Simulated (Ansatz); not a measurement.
**CuPt-type VAu**

Level of theory: DFT, PBEsol, scalar-relativistic, collinear spin; plane waves to 420 eV with PAW datasets (Ansatz 0.2.0), 14×14×14 k-mesh, Gaussian smearing of 0.05 eV. The datasets are Ansatz's generated set soft_2.

```
CELL_PARAMETERS angstrom
1.38028 0.79690 4.56855
-1.38028 0.79690 4.56855
0.00000 -1.59381 4.56855
ATOMIC_POSITIONS crystal
V 0.50000 0.50000 0.50000
Au 0.00000 0.00000 0.00000
```

The structure was built from a prototype; whether the compound forms in it isn't claimed.

Magnetic state: non-magnetic, site spin moments none.

The cell above was scaled in volume, and shape and atoms were relaxed at each volume within its symmetry. Energies are counted from the cell above.

The cell is relaxed to zero pressure at this level.

```tsv
V (Å³/atom)	ΔE (meV/atom)	P (GPa)
14.47	16.0	8.8
14.77	3.9	4.2
15.08	0.0	0.0
15.38	3.5	-3.7
15.68	?	?
```

Question: Fill in the withheld row.

Answer: ΔE (meV/atom): 13.6, P (GPa): -7.0.

Question: What do the points give for the equilibrium volume, the bulk modulus and its pressure derivative (third-order Birch–Murnaghan)?

Answer: V0 = 15.08 Å³/atom, B0 = 196 GPa, B0′ = 4.8.

B0·V0 = 195.6 GPa × 15.08 Å³ = 18.41 eV/atom sets the scale: near the minimum ΔE ≈ ½ B0 V0 x², with x = V/V0 − 1, and a pressure of 2.0 GPa squeezes the volume by about 1 %. At the ends of the curve: x = −4.0 % predicts 14.8 meV/atom and the run gives 16.0; x = +4.0 % predicts 14.7 meV/atom and the run gives 13.6. The curve is steeper than the parabola on the compressed side and flatter on the expanded side: the bulk modulus rises with pressure.

No spin–orbit coupling, a notable omission for heavy elements. The starting moments died out; a magnetic state reached from other starts isn't excluded. The run is a metal.
